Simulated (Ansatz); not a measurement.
Starting cell, Y (hcp, Mg type):

```xyz
4
Lattice="7.3652 0.0000 0.0000 -1.8413 3.1892 0.0000 0.0000 0.0000 5.6984" Properties=species:S:1:pos:R:3 pbc="T T T"
Y      0.0000     2.1262     4.2738
Y      3.6826     2.1262     4.2738
Y      1.8413     1.0631     1.4246
Y      5.5239     1.0631     1.4246
```

In this cell atom 2 (Y, nearest neighbour Y at 3.555 Å; its periodic images, 3.7 Å or more away, move with it) is moved by s along Cartesian x, unit vector (1.000, 0.000, 0.000); all other atoms and the cell stay fixed.

Computed with r2SCAN (plane waves to 500 eV, PAW, scalar-relativistic; Ansatz, an electronic-structure program). k mesh 6×12×7 (Γ-centred), Fermi-Dirac smearing 0.05 eV. E stands for the smeared free energy. With partly filled bands, energies and forces of such displacements shift with the k mesh and the smearing. The PAW data are Ansatz's earlier set. Y is run without spin polarisation. Y was relaxed with its symmetry unable to fall. The zero of ΔE is the undisplaced structure. The last digit holds for this mesh only.

```csv
s (Å),ΔE (meV/cell)
-0.710,816.0
-0.568,withheld
-0.426,299.8
-0.284,134.1
-0.142,33.8
0.000,0.0
0.142,33.8
0.284,133.0
0.426,292.0
0.568,507.0
0.710,776.2
```

Task: Fit a polynomial form (powers 2, 3, 4) to the given rows and predict ΔE at s = -0.568.

Result: Least squares on the 10 given rows: ΔE = (1659)·s² + (-56.15)·s³ + (-158.2)·s⁴, in meV/cell with s in Å; root-mean-square residual 0.73 meV/cell. At -0.568 the fit gives 529.1 meV/cell; the calculation gives 528.6 meV/cell, so the interpolation is off by 0.5 (+0.1 %). The quadratic term alone would give 535.2 meV/cell.

(For displaced atoms, the force is minus the slope of the energy, and its curvature is a force constant, which sets phonon frequencies.)
